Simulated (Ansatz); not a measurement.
Ge$_{2}$W: from a starting cell to a relaxed one

The start is a generated trial cell of Ge2W. The cell and all atomic positions are relaxed at zero pressure with r2SCAN (plane waves to 500 eV, PAW, scalar-relativistic; Ansatz, a quantum-chemistry and plane-wave program).

Ansatz input (later rounds restart from its end on a renewed k-mesh):
Ansatz 0.2 input:
```yaml
crystal:
  lattice:
    - [4.2176001, -2.3917303, 0]
    - [4.2176001, 2.3917303, 0]
    - [0, 0, 4.6581558]
  atoms:
    - { symbol: Ge, position: [0.11, 0.55, 0.75] }
    - { symbol: Ge, position: [0.45, 0.89, 0.75] }
    - { symbol: Ge, position: [0.55, 0.11, 0.25] }
    - { symbol: Ge, position: [0.89, 0.45, 0.25] }
    - { symbol: W, position: [0.78, 0.22, 0.75] }
    - { symbol: W, position: [0.22, 0.78, 0.25] }
basis: { ecutwfc: 500, ecutrho_ratio: 4, xc_grid: 4, fft_grid_basis: typed }
kpoints: { mp_grid: { grid: [8, 8, 7] } }
hamiltonian:
  xc: r2scan
  dispersion: none
  pseudopotentials: { kind: paw }
scf: { occupations: { method: fermi_dirac, width: 0.05 } }
relax: { f_tol: 0.01, max_steps: 100, cell: { stress_tol: 0.02 } }
output: { forces: true, stress: true }
```

```json
{
  "initial_pressure": "-6.9 GPa (negative: the cell is under tension)",
  "largest_initial_force": "1.16 eV/Å, on Ge1, Ge2, Ge3, Ge4 (atoms numbered as listed)",
  "outcome": "The space group goes from Cmcm (No. 63) to I4/mmm (No. 139); the end is AFLOW prototype AB2_tI6_139_a_e (C11_b, as in Si2Mo), with 3 atoms in the primitive cell",
  "energy_released": "0.10 eV/atom",
  "volume_change": "-3.9 %, from 15.66 to 15.06 Å³/atom",
  "band_gap_at_the_end": "no gap (metallic)",
  "optimiser_moves": "7"
}
```

Final structure:

Space group I4/mmm (No. 139); a = 3.3225 Å, b = 3.3225 Å, c = 8.1846 Å, α = 90.00°, β = 90.00°, γ = 90.00°

```json
[
 {"atom": "Ge", "site": "4e", "symmetry": "4mm", "x": "0.0000", "y": "0.0000", "z": "0.3377"},
 {"atom": "W", "site": "2a", "symmetry": "4/mmm", "x": "0.0000", "y": "0.0000", "z": "0.0000"}
]
```
(The calculation used a cell of 3 atoms; values per cell refer to that cell.)

Final values are on a 20×20×20 k-mesh of the relaxed cell. No spin polarisation in the result.

The run could not lose the symmetry of its start.

The first start was generated by placing the elements on the sites of a structure type. A measured structure of Ge2W has the same space group, I4/mmm (No. 139); the sites were not compared with it.
